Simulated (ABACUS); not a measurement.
Set-up for a self-consistent single point of HfN (Fm-3m, 2 atoms in the cell; from Materials Project mp-2828, changed as shown).

```
CELL_PARAMETERS angstrom
      0.00000     2.20163     2.20163
      2.20163     0.00000     2.20163
      2.20163     2.20163     0.00000
ATOMIC_POSITIONS crystal
  Hf 0.00000 0.00000 0.00000
  N  0.50000 0.50000 0.50000
```

Level of theory: PBEsol, PseudoDojo 0.4 standard norm-conserving PBEsol (tails mended) pseudopotentials (plane waves; ABACUS).

ABACUS settings:

- KPT: Gamma 18 18 18 0 0 0
- basis_type: pw
- dft_functional: PBESOL
- ecutwfc: 84 Ry
- smearing_method: gaussian
- smearing_sigma: 0.0146997 Ry
- potentials: PseudoDojo 0.4 standard norm-conserving PBEsol (tails mended)
- symmetry: 1
- ks_solver: dav_subspace
- scf_nmax: 100
- scf_thr: 1.0e-09 Ry
- mixing_type: broyden

Results:

* **Number of valence electrons**: 17
* **Number of bands**: 19
* **Number of k-points after the program's reduction**: 195
* **Number of plane waves (most at a k-point)**: 1895
* **Number of SCF iterations**: 8
* **FFT grid**: 36 × 36 × 36
* **Free energy E − TS**: -1819.2156 eV
* **Fermi level (on the code's own zero)**: 20.10 eV
* **Pressure**: 20.83 GPa

Stress (GPa, positive for compression):
```
20.83   0.00   0.00
 0.00  20.83   0.00
 0.00   0.00  20.83
```

For comparison: a first run was changed to give this one (volume scaled by 0.94), and from it to this one the free energy rises by 42.9 meV/atom and the pressure goes from 0.42 to 20.83 GPa.

The structure comes from a collection of computed structures, made at another level of theory; the collection holds predicted forms beside known ones. Its lattice was then scaled. At this pressure the cell is far from its equilibrium volume at this level.

Cost on one core: very roughly 100 core-seconds.

“Tails mended”: in these copies of the files the far tail of each local potential was reset to the Coulomb form.
